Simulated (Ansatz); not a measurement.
**Computed scan of one atom of the cell: BaTiO3 (cubic perovskite)**

Starting cell, BaTiO3 (cubic perovskite):

```yaml
crystal:
  lattice:
    - [3.99404, 0.00000, 0.00000]
    - [0.00000, 3.99404, 0.00000]
    - [0.00000, 0.00000, 3.99404]
  atoms:
    - { symbol: Ba, position: [0.00000, 0.00000, 0.00000] }
    - { symbol: Ti, position: [0.50000, 0.50000, 0.50000] }
    - { symbol: O, position: [0.00000, 0.50000, 0.50000] }
    - { symbol: O, position: [0.50000, 0.50000, 0.00000] }
    - { symbol: O, position: [0.50000, 0.00000, 0.50000] }
```

In this cell atom 3 (O, nearest neighbour Ti at 1.997 Å; its periodic images, 4.0 Å or more away, move with it) is moved by s along Cartesian x, unit vector (1.000, 0.000, 0.000); all other atoms and the cell stay fixed.

The numbers are results of r2SCAN (plane waves to 500 eV, PAW, scalar-relativistic; Ansatz, a program for electronic structure), not measurements. k mesh 7×7×7 (Γ-centred), Fermi-Dirac smearing 0.05 eV. The energy includes the smearing's −TS. Compression counts positive. Left out: 4 of 11 points, with atoms too close for the PAW data. F∥ is the force on the atom along that direction. BaTiO3 is run without spin polarisation. BaTiO3 was relaxed with its symmetry unable to fall. This is a high-temperature form of BaTiO3. ΔE is measured from the undisplaced structure.

```csv
s (Å),ΔE (meV/cell),F∥ (eV/Å),P (GPa)
-0.240,216.1,2.396,4.60
-0.160,78.2,1.158,2.00
-0.080,16.8,0.443,0.49
0.000,0.0,0.000,0.00
0.080,16.8,-0.443,0.49
0.160,78.2,-1.158,2.00
0.240,216.1,-2.396,4.60
```

Summary:

| Item | Result |
|---|---|
| Energy at s = 0.240 Å | 216.1 meV/cell |
| Force along the line at s = -0.240 Å | 2.40 eV/Å |
| Symmetry of the curve | even: the same for both signs |
| Shape of the curve | a single well with its minimum at or next to zero displacement |
| Force constant k = d²E/ds² at s = 0 (finite differences) | 4.98 eV/Å² |
| Harmonic estimate at the end of the scan | ½ks² = 143.3 meV/cell against the computed 216.1 meV/cell, so the well is stiffer than harmonic there |

(For displaced atoms, the force is minus the slope of the energy, and its curvature is a force constant, which sets phonon frequencies.)
